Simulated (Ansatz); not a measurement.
Given:

B2CO:
```cif
data_C4B8O4
_chemical_formula_sum 'C4 O4 B8'
_space_group_name_H-M_alt 'I-42d'
_space_group_IT_number 122
_space_group_name_Hall 'I -4 2bw'
_cell_length_a 3.70653
_cell_length_b 3.70653
_cell_length_c 7.47077
_cell_angle_alpha 90.000
_cell_angle_beta 90.000
_cell_angle_gamma 90.000
loop_
_atom_site_label
_atom_site_type_symbol
_atom_site_symmetry_multiplicity
_atom_site_Wyckoff_symbol
_atom_site_fract_x
_atom_site_fract_y
_atom_site_fract_z
_atom_site_occupancy
C1 C 4 a 0.00000 0.00000 0.00000 1
O1 O 4 b 0.00000 0.00000 0.50000 1
B1 B 8 d 0.22887 0.25000 0.12500 1
```
(The calculation used a cell of 8 atoms; values per cell refer to that cell.)

This is the r²SCAN-relaxed structure.

All from r²SCAN (plane waves, PAW; program Ansatz), unless another level is named. Predict the hole effective mass.

0.32, 0.78, 12 mₑ (principal values).

Predict the electron effective mass.

0.44 mₑ (isotropic).

What about the smallest direct gap on the standard path?

4.19 eV.

Next, the valence-band maximum?

on the Γ–X line, 30 % of the way from Γ.

The start of the workflow was typed in or built on a structure type; neither database checked (COD, Materials Project) lists it. Whether it is the stable phase at ambient conditions was not checked. The r²SCAN relaxation kept the symmetry of its start; its stability against distortions is not shown here.

Potentials: the earlier of the program's two PAW sets. The files were generated under PBE; for other functionals the program regenerates the frozen cores, and for LDA and PBEsol the local potential too.
